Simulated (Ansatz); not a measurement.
**TlOs: one input, then a changed one**

The cell is built from the L11 type as a first guess.

First run: DFT, r2SCAN, PAW with Ansatz's default frozen-core files, scalar-relativistic (Ansatz 0.2.0).

Command: `ansatz run input.yaml --threads 1 --pin off --max-ram 2048MiB --backend cpu --events-out ev --progress --plain --runs-dir out` The run took 2.7 min on 1 thread of Arm Neoverse V1, with other jobs on the host, peak memory 0.58 GiB.

```yaml
crystal:
  lattice:
    - [1.6302039529, -0.941198691, 5.3253329128]
    - [0.0, 1.8823973821, 5.3253329128]
    - [-1.6302039529, -0.941198691, 5.3253329128]
  atoms:
    - { symbol: Os, position: [0.0, 0.0, 0.0] }
    - { symbol: Tl, position: [0.5, 0.5, 0.5] }
kpoints:
  mp_grid: { grid: [12, 12, 12] }
scf:
  occupations: { method: fermi_dirac, width: 0.05 }
hamiltonian:
  xc: r2scan
  pseudopotentials: { kind: paw }
output:
  forces: true
  stress: true
relax:
  f_tol: 0.005
  max_steps: 80
  cell: {}
```

Result: converged; relaxed volume 17.979 Å³/atom; 55 SCF iterations in all.

Spin polarisation is left out, and whether a magnetic state lies lower isn't shown here.

Spin–orbit coupling is left out, though it moves levels of the heavy atoms by tenths of an eV or more.

A second input differs as follows:

```diff
@@ -1,7 +1,7 @@
 crystal:
   lattice:
-    - [1.6302039529, -0.941198691, 5.3253329128]
-    - [0.0, 1.8823973821, 5.3253329128]
-    - [-1.6302039529, -0.941198691, 5.3253329128]
+    - [1.14114277, -0.65883908, 3.72773304]
+    - [0.0, 1.31767817, 3.72773304]
+    - [-1.14114277, -0.65883908, 3.72773304]
   atoms:
     - { symbol: Os, position: [0.0, 0.0, 0.0] }
@@ -11,4 +11,5 @@
 scf:
   occupations: { method: fermi_dirac, width: 0.05 }
+  max_iter: 75
 hamiltonian:
   xc: r2scan
```

Problem. Does the change harm the result?

Solution. Not here: the run converged; energy at zero smearing 0.0 meV/atom from the first run; relaxed volume 17.975 Å³/atom; 107 SCF iterations in all, so the odd setting did no harm in this case.
